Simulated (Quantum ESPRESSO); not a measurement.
PdW3Sn4, input and log of a self-consistent run

Computed values, not a measurement. The program is pw.x of Quantum ESPRESSO 7.5 (plane-wave density functional theory). The cell is made up: eight metal atoms on a face-centred cubic lattice, with elements, volume, strain and displacements drawn at random and not relaxed, so it may be unstable or far from any real phase. PseudoDojo standard norm-conserving files set the functional (PBE unless stated); there is no spin polarisation or spin-orbit coupling, the Fermi-Dirac width of 0.25 eV means electrons at about 2900 K, and the masses in the input are unused placeholders. The tin pseudopotential is less sure than most, with forces differing by about three percent from a second method on plain tin. Heavy elements are run without spin-orbit coupling, which real alloys of them have. A spin test at this wide smearing found no moment, but such smearing suppresses magnetism that the real alloy may have.

Input:

```
&control calculation='scf', pseudo_dir='./dojo.nc.sr.pbe.v0_5.standard.upf', outdir='./o', disk_io='minimal', tprnfor=.true., tstress=.true. /
&system ibrav=0, nat=8, ntyp=3, nbnd=71, ecutwfc=82.02448710, nosym=.true., tot_charge=0,
 occupations='smearing', smearing='fd', degauss=0.0183746611
/
&electrons conv_thr=1.470e-08, electron_maxstep=70, mixing_beta=0.5 /
ATOMIC_SPECIES
Pd 1.0 Pd.upf
Sn 1.0 Sn.upf
W 1.0 W.upf
CELL_PARAMETERS angstrom
2.0931 4.1861 2.0931
0.0 4.1861 -4.1861
-4.1861 4.1861 0.0
ATOMIC_POSITIONS angstrom
Pd 0.1113 -0.06 -0.0013
W -2.0067 2.0878 -0.097
Sn 0.0501 2.1016 -2.0083
Sn -2.0595 4.1395 -2.1451
Sn 0.0948 4.1563 -0.0299
W -2.0941 6.2311 -0.0263
Sn -0.0403 6.455 -2.208
W -2.0588 8.4006 -2.0476
K_POINTS automatic
5 5 5 1 1 1
```

The log is shortened where brackets say so; the opening notice, blank lines, dates and the lines on written files are dropped, and the path of the files is cut. It prints rydbergs, bohrs and kilobars, and counts compression as positive stress. Its total energy is the free energy E - TS of the whole cell.

```
     Program PWSCF v.7.5
     Parallel version (MPI & OpenMP), running on       4 processor cores
     Number of MPI processes:                 4
     Threads/MPI process:                     1
     [start-up lines left out]
     bravais-lattice index     =            0
     lattice parameter (alat)  =       9.6885  a.u.
     unit-cell volume          =     990.0579 (a.u.)^3
     number of atoms/cell      =            8
     number of atomic types    =            3
     number of electrons       =       116.00
     number of Kohn-Sham states=           71
     kinetic-energy cutoff     =      82.0245  Ry
     charge density cutoff     =     328.0979  Ry
     scf convergence threshold =      1.5E-08
     mixing beta               =       0.5000
     number of iterations used =            8  plain     mixing
     Exchange-correlation= PBE
                           (   1   4   3   4   0   0   0)
     [axes and pseudopotential details left out]
   Cartesian axes
     site n.     atom                  positions (alat units)
         1        Pd     tau(   1) = (   0.0217088  -0.0117029  -0.0002536  )
         2        W      tau(   2) = (  -0.3914027   0.4072210  -0.0189196  )
         3        Sn     tau(   3) = (   0.0097719   0.4099127  -0.3917147  )
         4        Sn     tau(   4) = (  -0.4017012   0.8074008  -0.4183973  )
         5        Sn     tau(   5) = (   0.0184905   0.8106777  -0.0058319  )
         6        W      tau(   6) = (  -0.4084498   1.2153631  -0.0051298  )
         7        Sn     tau(   7) = (  -0.0078604   1.2590343  -0.4306658  )
         8        W      tau(   8) = (  -0.4015646   1.6385195  -0.3993801  )
     number of k points=    63  Fermi-Dirac smearing, width (Ry)=  0.0184
                       cart. coord. in units 2pi/alat
        k(    1) = (  -0.0000000   0.1224755  -0.0000000), wk =   0.0320000
        k(    2) = (  -0.1837125   0.1837139   0.0612385), wk =   0.0320000
     [further k points left out]
     Dense  grid:    99389 G-vectors     FFT dimensions: (  60,  72,  72)
     Estimated max dynamical RAM per process >     398.16 MB
     Estimated total dynamical RAM >       1.48 GB
     Initial potential from superposition of free atoms
     starting charge     115.9921, renormalised to     116.0000
     Starting wfcs are   75 randomized atomic wfcs
     total cpu time spent up to now is       14.7 secs
     per-process dynamical memory:   317.5 Mb
     Self-consistent Calculation
     iteration #  1     ecut=    82.02 Ry     beta= 0.50
     Davidson diagonalization with overlap
     ethr =  1.00E-02,  avg # of iterations =  3.3
     total cpu time spent up to now is       47.5 secs
     total energy              =   -1349.63206235 Ry
     estimated scf accuracy    <      10.00920044 Ry
     iteration #  2     ecut=    82.02 Ry     beta= 0.50
     Davidson diagonalization with overlap
     ethr =  8.63E-03,  avg # of iterations =  3.0
     total cpu time spent up to now is       82.2 secs
     total energy              =   -1354.69372733 Ry
     estimated scf accuracy    <      26.98346577 Ry
     iteration #  3     ecut=    82.02 Ry     beta= 0.50
     Davidson diagonalization with overlap
     ethr =  8.63E-03,  avg # of iterations =  2.0
     total cpu time spent up to now is      117.9 secs
     total energy              =   -1356.41635693 Ry
     estimated scf accuracy    <       3.62632121 Ry
     iteration #  4     ecut=    82.02 Ry     beta= 0.50
     Davidson diagonalization with overlap
     ethr =  3.13E-03,  avg # of iterations =  1.8
     total cpu time spent up to now is      147.8 secs
     total energy              =   -1356.30814491 Ry
     estimated scf accuracy    <       1.82916218 Ry
     iteration #  5     ecut=    82.02 Ry     beta= 0.50
     Davidson diagonalization with overlap
     ethr =  1.58E-03,  avg # of iterations =  2.1
     total cpu time spent up to now is      180.5 secs
     total energy              =   -1356.14735818 Ry
     estimated scf accuracy    <       0.93587180 Ry
     [iterations 6 to 11 left out]
     iteration # 12     ecut=    82.02 Ry     beta= 0.50
     Davidson diagonalization with overlap
     ethr =  3.14E-07,  avg # of iterations =  2.0
     total cpu time spent up to now is      378.3 secs
     total energy              =   -1356.22251381 Ry
     estimated scf accuracy    <       0.00000317 Ry
     iteration # 13     ecut=    82.02 Ry     beta= 0.50
     Davidson diagonalization with overlap
     ethr =  2.73E-09,  avg # of iterations =  4.0
     total cpu time spent up to now is      414.0 secs
     total energy              =   -1356.22251337 Ry
     estimated scf accuracy    <       0.00000680 Ry
     iteration # 14     ecut=    82.02 Ry     beta= 0.50
     Davidson diagonalization with overlap
     ethr =  2.73E-09,  avg # of iterations =  2.0
     total cpu time spent up to now is      446.0 secs
     total energy              =   -1356.22251397 Ry
     estimated scf accuracy    <       0.00000015 Ry
     iteration # 15     ecut=    82.02 Ry     beta= 0.50
     Davidson diagonalization with overlap
     ethr =  1.25E-10,  avg # of iterations =  2.3
     total cpu time spent up to now is      480.5 secs
     total energy              =   -1356.22251400 Ry
     estimated scf accuracy    <       0.00000004 Ry
     iteration # 16     ecut=    82.02 Ry     beta= 0.50
     Davidson diagonalization with overlap
     ethr =  3.60E-11,  avg # of iterations =  2.0
     total cpu time spent up to now is      516.5 secs
     End of self-consistent calculation
     [lines on levels left out]
!    total energy              =   -1356.22251400 Ry
     estimated scf accuracy    <          8.6E-09 Ry
     smearing contrib. (-TS)   =      -0.08952914 Ry
     internal energy E=F+TS    =   -1356.13298485 Ry
     The total energy is F=E-TS. E is the sum of the following terms:
     one-electron contribution =    -287.38983145 Ry
     hartree contribution      =     226.52324452 Ry
     xc contribution           =    -318.65854072 Ry
     ewald contribution        =    -976.60785721 Ry
     convergence has been achieved in  16 iterations
     Forces acting on atoms (cartesian axes, Ry/au):
     atom    1 type  1   force =     0.00260993   -0.00123651    0.02374080
     atom    2 type  3   force =    -0.06795424   -0.00540051    0.00101079
     atom    3 type  2   force =     0.04707685   -0.01408520   -0.05105783
     atom    4 type  2   force =    -0.04090767    0.02257714    0.01730605
     atom    5 type  2   force =    -0.00273654    0.06863058    0.02627392
     atom    6 type  3   force =     0.05038327   -0.00841105    0.03166132
     atom    7 type  2   force =     0.02416685   -0.08560178   -0.00956098
     atom    8 type  3   force =    -0.01263846    0.02352732   -0.03937406
     Total force =     0.178915     Total SCF correction =     0.000349
     Computing stress (Cartesian axis) and pressure
          total   stress  (Ry/bohr**3)                   (kbar)     P=       64.81
   0.00037889   0.00000160   0.00029464           55.74        0.24       43.34
   0.00000160   0.00045872   0.00025755            0.24       67.48       37.89
   0.00029464   0.00025755   0.00048406           43.34       37.89       71.21
     init_run     :     14.04s CPU     14.57s WALL (       1 calls)
     electrons    :    500.00s CPU    501.84s WALL (       1 calls)
     forces       :      6.01s CPU      6.04s WALL (       1 calls)
     stress       :     15.14s CPU     15.43s WALL (       1 calls)
     [timing details left out]
     PWSCF        :   8m55.39s CPU   8m58.13s WALL
     JOB DONE.
```

In other units: free energy -18452.347 eV for the cell, pressure 6.48 GPa, largest force component 2.201 eV/Å in size. The run took 540 s of wall time with four MPI processes on a shared machine (Intel Xeon, 2023 or later, virtual cores), so the time is rough. A rerun of this cell at a higher cutoff and on a denser mesh moved values by no more than 0.003 eV in energy, 0.02 GPa in stress and 0.007 eV/Å in force, and a second program with other atomic files agreed on that cell to 2 % rms in force and 0.5 GPa in pressure.